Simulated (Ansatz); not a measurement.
# Structure relaxation, AlRu

The start is a generated cell, AlRu placed in the B19 structure type. The structure is fully relaxed (lattice and positions, P = 0) with r2SCAN (plane waves to 500 eV, PAW, scalar-relativistic; Ansatz, an electronic-structure program). The first steps use a coarse 8×12×8 k-mesh.

The start:
```
CELL_PARAMETERS angstrom
      4.14624     0.00000     0.00000
      0.00000     2.74469     0.00000
      0.00000     0.00000     4.23318
ATOMIC_POSITIONS crystal
  Al 0.75000 0.50000 0.31250
  Al 0.25000 0.50000 0.68750
  Ru 0.75000 0.00000 0.81250
  Ru 0.25000 0.00000 0.18750
```

```yaml
initial_pressure: "+31.5 GPa (positive: the cell is compressed)"
largest_initial_force: 2.02 eV/Å, on Ru3, Ru4 (atoms numbered as listed)
outcome: The space group goes from Pmma (No. 51) to Pm-3m (No. 221); the end is CsCl type, with 2 atoms in the primitive cell
energy_released: 0.28 eV/atom
Shortest distances (start → end): "The closest pairs of elements (up to four, under 3.6 Å), start → end: Al–Ru 2.52 → 2.58 Å; Al–Al 2.61 → 2.98 Å; Ru–Ru 2.61 → 2.98 Å"
band_gap_at_the_end: no gap (metallic)
optimiser_moves: 8
```

Final values are on a 16×16×16 k-mesh of the relaxed cell. No spin polarisation in the result.

The run could not lose the symmetry of its start; a randomly shaken copy of 4 atoms returns to this structure.
